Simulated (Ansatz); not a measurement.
Ta5Si3:
```
Ta5Si3
1.0
   -3.25153     3.25153     5.90766
    3.25153    -3.25153     5.90766
    3.25153     3.25153    -5.90766
Ta Si
10 6
Direct
  0.01444   0.18505   0.50000
  0.98556   0.81495   0.50000
  0.18505   0.68505   0.17061
  0.81495   0.31495   0.82939
  0.68505   0.51444   0.50000
  0.31495   0.48556   0.50000
  0.51444   0.01444   0.82939
  0.48556   0.98556   0.17061
  0.50000   0.50000   0.00000
  0.00000   0.00000   0.00000
  0.13022   0.63022   0.76044
  0.86978   0.36978   0.23956
  0.63022   0.86978   0.50000
  0.36978   0.13022   0.50000
  0.75000   0.75000   0.00000
  0.25000   0.25000   0.00000
```

Relaxed with PBEsol. Special points in fractions of this cell's reciprocal vectors: Γ (0.000, 0.000, 0.000); X (0.000, 0.000, 0.500); P (0.250, 0.250, 0.250); N (0.000, 0.500, 0.000); M (0.500, 0.500, -0.500); S (0.326, 0.674, -0.326); S0 (-0.326, 0.326, 0.326); R (-0.151, 0.151, 0.500); G (0.500, 0.500, -0.151).

Task: List the band energies nearest the Fermi level at these points for PBEsol with spin–orbit coupling (plane waves, PAW; program Ansatz).

Result: In eV from the Fermi level; about four levels below and three above (degenerate sets whole), none deeper than 8.9 eV; points with the same levels are listed once.

```csv
k,below,above
Γ,-0.77 -0.77 -0.48 -0.48,0.14 0.14 0.63 0.63
X,-0.84 -0.84 -0.21 -0.21,0.07 0.07 0.69 0.69
P,-1.06 -1.06 -1.06 -1.06,0.21 0.21 0.21 0.21
N,-1.33 -1.33 -1.33 -1.33,0.41 0.41 0.41 0.41
M,-0.20 -0.20 -0.07 -0.07,0.08 0.08 0.38 0.38
S,-1.00 -1.00 -0.01 -0.01,0.40 0.40 0.47 0.47
R,-0.39 -0.39 -0.09 -0.09,0.40 0.40 0.51 0.51
```

Space group I4/mcm. The first step of the workflow began from a Materials Project structure, measured or hypothetical; the Crystallography Open Database files this formula in space group No. 140, but the cells were not matched. Whether it is the stable phase at ambient conditions was not checked. Symmetry was held in the PBEsol relaxation; its stability against distortions is not shown here. No spin polarisation was allowed.

Potentials: the later of the program's two PAW sets.
